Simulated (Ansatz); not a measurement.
BeS in space group P4/nmm (No. 129; Be on 2b, S on 2c), the program Ansatz at the PBE+D3(BJ) level (PAW), all energies at zero smearing, with the estimated change up to a 700 eV cutoff added, with one set of potentials and settings (totals compare only within such a set). Cell of 4 atoms (2 Be, 2 S): -1994.366 eV.

```tsv
element	reference phase	E (eV/atom)
Be	P6_3/mmc, 2 atoms in the cell	-93.1290
S	Fddd, 32 atoms in the cell	-902.2565
```

Formation energy per atom, worked out: (-1994.366 − 2×(-93.1290) − 2×(-902.2565))/4 = -0.899 eV/atom (-87 kJ per mol of atoms), at 0 K, without zero-point energy or fitted corrections.

The start of the workflow was typed in or built on a structure type; neither database checked (COD, Materials Project) lists it. COD files the formula under space group No. 216, so this cell is another polymorph or a model. Whether it is the stable phase at ambient conditions was not checked. The cell was relaxed with PBE+D3(BJ) under the symmetry of its start; whether a distortion lowers the energy is not shown. The volume moved by 23 % from the start of the relaxation. The references are the lowest solids computed at this level, not always the standard phases.

Potentials: the earlier of the program's two PAW sets.
